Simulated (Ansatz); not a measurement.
NaCl:
```
NaCl
1.0
    6.68571     0.00000     0.00000
   -3.34285     5.78999     0.00000
    0.00000     0.00000     7.01707
Na Cl
6 6
Direct
  0.00000   0.66674   0.50000
  0.66674   0.00000   0.50000
  0.33326   0.33326   0.50000
  0.00000   0.33341   0.00000
  0.33341   0.00000   0.00000
  0.66659   0.66659   0.00000
  0.66667   0.33333   0.25003
  0.66667   0.33333   0.74997
  0.33333   0.66667   0.25003
  0.33333   0.66667   0.74997
  0.00000   0.00000   0.75006
  0.00000   0.00000   0.24994
```

Relaxed with r²SCAN. Special points in fractions of this cell's reciprocal vectors: Γ (0.000, 0.000, 0.000); M (0.500, 0.000, 0.000); K (0.333, 0.333, 0.000); A (0.000, 0.000, 0.500); L (0.500, 0.000, 0.500); H (0.333, 0.333, 0.500).

**Question.** List the band energies nearest the valence-band maximum at these points for r²SCAN (plane waves, PAW; program Ansatz).

**Answer.** In eV from the valence-band maximum; about four levels below and three above (degenerate sets whole), none deeper than 8.9 eV; points with the same levels are listed once.

| k | below | above |
|---|---|---|
| Γ | -0.16 -0.16 0.00 0.00 | 5.24 7.88 7.88 7.88 7.88 |
| M | -0.49 -0.49 -0.09 -0.09 -0.02 | 6.68 7.09 7.09 |
| K | -0.44 -0.44 -0.44 -0.07 -0.07 -0.07 | 6.97 6.97 6.97 |
| A | -0.29 -0.29 -0.29 -0.29 | 6.53 6.53 8.33 8.33 8.33 8.33 |
| L | -0.64 -0.64 -0.64 -0.64 | 7.73 7.73 7.73 7.73 |
| H | -0.57 -0.57 -0.57 -0.57 -0.57 -0.57 | 7.73 7.73 7.73 7.73 7.73 7.73 |

Space group P6_3/mmc (NiAs type). The first step of the workflow began from a Materials Project structure, measured or hypothetical; the Crystallography Open Database copy checked does not list it. It is not the phase usual at ambient conditions (space group No. 225). The cell was relaxed with r²SCAN under the symmetry of its start; its stability against distortions is not shown here. Point labels and valley counts follow the cell and symmetry of the run, lower than the named group.

Potentials: the later of the program's two PAW sets.
